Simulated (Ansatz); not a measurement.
Mg2Cu3Si:
```xyz
12
Lattice="4.9752 0.0000 0.0000 -2.4876 4.3087 0.0000 0.0000 0.0000 7.8298" Properties=species:S:1:pos:R:3 pbc="T T T"
Mg     0.0000     2.8724     0.4756
Mg     2.4876     1.4362     7.3542
Mg     2.4876     1.4362     4.3905
Mg     0.0000     2.8724     3.4393
Si     0.0000     0.0000     0.0000
Si     0.0000     0.0000     3.9149
Cu     0.0000     1.4505     5.8724
Cu     2.4876     2.8581     1.9575
Cu     3.7190     0.7253     1.9575
Cu    -1.2314     3.5834     5.8724
Cu     1.2314     3.5834     5.8724
Cu     1.2562     0.7253     1.9575
```

This is the r²SCAN-relaxed structure.

Task: All from plane-wave PAW r²SCAN (Ansatz code), unless another level is named. Give the electronic character.

Result: metallic (no gap).

Task: Next, the formation energy from the elements (no fitted shifts)?

Result: -0.24 eV/atom.

Task: And the density of states at the Fermi level?

Result: 0.23 states/eV per atom (mean over ±0.08 eV).

Space group P6_3/mmc. The workflow started from a Materials Project entry (that database holds measured and hypothetical structures alike); the Crystallography Open Database copy checked does not list it. Its standing as an ambient phase is unchecked. The cell was relaxed with r²SCAN under the symmetry of its start; whether a distortion lowers the energy is not shown. No spin polarisation was allowed. The references are the lowest solids computed at this level, not always the standard phases.

Potentials: the later of the program's two PAW sets.
